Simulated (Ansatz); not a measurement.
Structure: WOS as a Janus 2H monolayer, at its r2SCAN minimum. In-plane lattice: a = 2.992 Å, b = 2.992 Å, γ = 120.0°; thickness between the outer nuclei 2.78 Å. W is surrounded by 3 O at 2.08 Å and 3 S at 2.37 Å and 6 W at 2.99 Å; O is surrounded by 3 W at 2.08 Å; S is surrounded by 3 W at 2.37 Å.

```yaml
crystal:
  lattice:
    - [2.99207, 0.00000, 0.00000]
    - [-1.49604, 2.59121, 0.00000]
    - [0.00000, 0.00000, 30.21242]
  atoms:
    - { symbol: W, position: [0.33333, 0.66667, 0.30307] }
    - { symbol: O, position: [0.66667, 0.33333, 0.34127] }
    - { symbol: S, position: [0.66667, 0.33333, 0.24934] }
```
Periodic in the plane only; c spans the vacuum.

The questions ask for values computed with Ansatz on this geometry. The cell comes from a prototype generator: it can be a known phase or a hypothetical one. No magnetic order is allowed.

Given (12×12×1 mesh): PBE gives an indirect gap of 1.55 eV, from Γ to K; the least direct gap is 2.36 eV at Γ–M (0.10 of the way from Γ).

Q: Estimate the gap with LDA on 12×12×1.

A: The LDA gap is indirect, 1.51 eV (Γ to K), below the direct gap of 2.32 eV at Γ–M (0.10 of the way from Γ). The gap differs by -0.04 eV from PBE's.

Q: What does HSE06+SOC give for the gap (6×6×1 mesh)?

A: The HSE06+SOC gap is indirect, 2.10 eV (Γ to K), below the direct gap of 2.90 eV at K. Spin-orbit coupling itself accounts for -0.04 eV. The gap differs by +0.55 eV from PBE's.

Q: Estimate the gap with r2SCAN0 on 6×6×1.

A: With r2SCAN0 the valence top lies at Γ and the conduction bottom at K, 2.91 eV higher; the smallest vertical gap, at K, is 3.96 eV. The gap differs by +1.36 eV from PBE's.

Q: Estimate the gap with LC-ωPBE on 6×6×1.

A: The LC-ωPBE gap is indirect, 6.30 eV (Γ to K), below the direct gap of 7.44 eV at K. The gap differs by +4.75 eV from PBE's.

Only the levels marked +SOC include spin-orbit coupling.

The meshes of the hybrids are coarse, so their gaps aren't converged to the digits shown.
